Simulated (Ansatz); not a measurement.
**Mo: energy along a strain**

Mo, P6/mmm, a = 2.736 Å, c = 2.555 Å (as given, not relaxed at this level: -3.7 GPa). This isn't the element's structure at ambient conditions. Ansatz: PBEsol, PAW, 420 eV, Γ-centred 18×18×18 mesh on 1 atom, Gaussian smearing 0.15 eV; no spin polarisation. Cell vectors (Å): 2.736 0.000 0.000; -1.368 2.369 0.000; 0.000 0.000 2.555. The cell is strained by x per cent times the pattern (1 0 0 0 0 0) in the order xx yy zz yz xz xy (engineering shears), with fractional coordinates held. y is the free energy over the start, V0 = 16.559 Å³/atom.

| x (%) | y (meV/atom) |
| --- | --- |
| -4.00 | 17.61 |
| -3.00 | 8.11 |
| -2.00 | ? |
| -1.00 | -0.20 |
| 0.00 | 0.00 |
| 1.00 | 2.44 |
| 2.00 | 6.79 |
| 3.00 | 13.01 |
| 3.50 | 16.83 |
| 4.00 | 21.11 |

Problem. Fit y = c1 x + c2 x² + c3 x³ to the other rows, get the stiffness along the pattern, and predict the missing energy.

Solution. Least squares on the rows shown. y = 1.2805 x + 1.1989 x² − 0.052921 x³. The clamped-ion stiffness p·C·p = 2 × 11.99 eV × 160.2 / 16.559 Å³ = 232 GPa, which is C11 in these axes (second derivative at the start, which stands under stress). With a term in x⁴ added, the coefficient of x² becomes 1.125, 6 % less, which shows how far this figure hangs on the form. At x = -2.00 the fit asked for gives 2.66 meV/atom. The run gave 2.34 meV/atom, so the fit is 0.32 meV/atom too high, within twice the rms miss on the fitted rows (0.17 meV/atom).

Cost: 10 runs of about 0.54 core-minutes in all, on AMD EPYC 9R45 (Zen 5) (shared hosts).